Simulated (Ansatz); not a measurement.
**Structures of Sn2Ru: which is lowest?**

Plane-wave DFT in Ansatz with scalar-relativistic PAW potentials, cutoff 500 eV, Γ-centred meshes chosen by cell and gap, Gaussian smearing with energies taken to zero width. Every cell was relaxed (cell and atoms) in a run of its own, within the symmetry of its start. Functional: r2SCAN.

Relaxed structures (starts from databases or built by putting these elements on another compound's sites):
A. P4_2/mnm, 6 atoms in the computed cell, a = 6.573 Å, c = 3.306 Å; sites (symmetry × multiplicity) Sn m.2m × 4, Ru m.mm × 2; start: built
B. I4/mcm, 6 atoms in the computed cell, a = 6.380 Å, c = 5.769 Å; sites (symmetry × multiplicity) Sn m.2m × 8, Ru 422 × 4; start: database

Task: Rank them by energy. Could pressure change the order?

Result:
```tsv
structure	group	E − E(lowest) (meV/atom)	V (Å³/atom)	gap on mesh (eV)
B	I4/mcm	0.0	19.57	0.00
A	P4_2/mnm	22.1	23.80	0.00
```

B is lowest, 22 meV/atom under A. The lowest is also the densest of these, so pressure wouldn't bring one of the others in at first order. Other structures may lie lower than all of these, and vibrations aren't counted.